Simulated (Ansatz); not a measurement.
SnTe (rock salt, Fm-3m) under volume change, LDA in the plane-wave PAW code Ansatz, scaled uniformly.

| V (Å³/atom) | E − E(relaxed) (meV/atom) | P (GPa) |
|---|---|---|
| 27.583 | 45.9 | 5.89 |
| 28.492 | 19.2 | 3.59 |
| 29.402 | 4.5 | 1.64 |
| 30.311 | 0.0 | 0.00 |
| 31.220 | 4.1 | -1.40 |
| 32.130 | 15.5 | -2.59 |
| 33.039 | 33.1 | -3.59 |

Problem. What does a third-order Birch–Murnaghan fit give for V₀, B₀ and B′?

Solution. V₀ = 30.31 Å³/atom, B₀ = 50.5 GPa, B′ = 4.5.

Symmetry was held in the LDA relaxation; of distortions, only those at the zone centre were tested. Spin–orbit coupling is left out wherever it is not named.

Potentials: the later of the program's two PAW sets.
